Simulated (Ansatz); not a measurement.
**GaN: zone-centre modes**

Method: Ansatz 0.2.0, DFT r2SCAN, scalar-relativistic, plane waves, PAW. Settings: plane waves to 500 eV, k-mesh 12×12×10 (Γ-centred), Gaussian smearing 0.05 eV. No spin polarisation.

Zero of the scan (relaxed at this level; this zinc-blende form isn't the usual structure):

```
CELL_PARAMETERS angstrom
0.00000 -2.24894 -2.24894
-2.24894 0.00000 -2.24894
2.24894 2.24894 -4.49787
ATOMIC_POSITIONS crystal
Ga 0.00000 0.00000 0.00000
Ga 0.50000 0.50000 0.50000
N 0.37500 0.37500 0.87500
N 0.87500 0.87500 0.37500
```

Harmonic modes by finite displacements of 0.02 Å, without the LO–TO term. The cell doubles the primitive one, so its zone centre also holds the primitive cell's point q = (0, 0, 1/2).

Question: At this geometry, is the structure stable against these modes?

Answer: Yes: no mode is imaginary beyond 10 cm⁻¹, and only the three translations lie near zero.

Question: List the wavenumbers in cm⁻¹.

Answer: 0, 0, 0, 140, 140, 341, 546, 546, 546, 570, 570, 697.

Cost: 1 run of about 26 core-minutes, on Intel Xeon Processor @ 2.50GHz (Skylake/Cascade Lake) (shared hosts).